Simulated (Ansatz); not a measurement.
Starting cell, ZrB2 (AlB2 type, space group P6/mmm):

```
ZrB2
1.0
    6.33540     0.00000     0.00000
   -1.58385     2.74331     0.00000
    0.00000     0.00000     3.55026
Zr B
2 4
Direct
  0.00000   0.00000   0.00000
  0.50000   0.00000   0.00000
  0.16667   0.66667   0.50000
  0.66667   0.66667   0.50000
  0.33333   0.33333   0.50000
  0.83333   0.33333   0.50000
```

In this cell atom 2 (Zr, nearest neighbour B at 2.549 Å; its periodic images, 3.2 Å or more away, move with it) is moved by s along Cartesian [110], unit vector (0.707, 0.707, 0.000); all other atoms and the cell stay fixed.

All values below come from r2SCAN (plane waves to 500 eV, PAW, scalar-relativistic; Ansatz, a program for electronic structure). k mesh 7×14×11 (Γ-centred), Fermi-Dirac smearing 0.05 eV. Energies are smeared free energies. With partly filled bands, energies and forces of such displacements shift with the k mesh and the smearing. ZrB2 is run without spin polarisation. ZrB2 was relaxed with its symmetry unable to fall. The zero of ΔE is the undisplaced structure. The last digit holds for this mesh only.

```tsv
s (Å)	ΔE (meV/cell)
-0.250	659.7
-0.200	421.3
-0.150	withheld
-0.100	105.0
-0.050	26.2
0.000	0.0
0.050	26.2
0.100	105.0
0.150	withheld
0.200	421.3
0.250	659.7
```

Fit an even polynomial form (powers 2, 4) to the given rows and predict ΔE at s = 0.150.

Least squares on the 9 given rows: ΔE = (10490)·s² + (1028)·s⁴, in meV/cell with s in Å; root-mean-square residual 0.04 meV/cell. At 0.150 the fit gives 236.5 meV/cell; the calculation gives 236.6 meV/cell, so the interpolation is off by -0.1 (-0.0 %). The quadratic term alone would give 236.0 meV/cell.

(For displaced atoms, the force is minus the slope of the energy, and its curvature is a force constant, which sets phonon frequencies.)
